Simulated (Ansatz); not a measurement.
Phases of Ti at 140 GPa

Structure types of Ti are relaxed in primitive cells with their symmetry kept at 140 GPa, first on PAW files, then by LAPW. The enthalpy is E + pV at zero temperature, without zero-point motion. Only the types listed were tried, and differences under about 5 meV/atom are mesh noise. The real phase may be another.

Level of theory: DFT with LDA, scalar-relativistic, in Ansatz 0.2.0; Fermi–Dirac smearing of 0.1 eV, no spin polarisation. LAPW: all electrons, basis error target 0.5 meV/atom; PAW: frozen-core files, cutoff 420 eV.

k meshes: fcc 19×19×19, bcc 20×20×20, hcp 18×18×10, simple hexagonal 19×19×18, diamond 14×14×14, omega 10×10×13.

The PAW files were made under PBE.

Task: Which type is lowest in enthalpy, and by how much?

Result: bcc, 148 meV/atom below hcp. The whole table:

```
      start type                   ends as          a, b, c (Å)  V (Å³/atom)  H − H(lowest), LAPW (meV/atom)  same, PAW
             fcc                fcc, Fm-3m  3.370, 3.370, 3.370         9.57                           184.2      184.9
             bcc                bcc, Im-3m  2.646, 2.646, 2.646         9.27                             0.0        0.0
             hcp             hcp, P6_3/mmc  2.239, 2.239, 4.368         9.48                           148.5      149.0
simple hexagonal  simple hexagonal, P6/mmm  2.242, 2.242, 2.199         9.58                           431.8      432.8
         diamond            diamond, Fd-3m  4.294, 4.294, 4.294         9.89                          2642.0     2620.8
           omega             omega, P6/mmm  3.791, 3.791, 2.334         9.68                           152.0      152.4
```

Task: Split the lead of bcc over hcp into energy and pV.

Result: For hcp less bcc: ΔE = -39.7 meV/atom, and p·ΔV = 140 GPa × +0.2154 Å³ × 6.242 meV/(GPa·Å³) = +188.2 meV/atom, together 148.5 meV/atom. bcc wins by its smaller volume, against the internal energy.
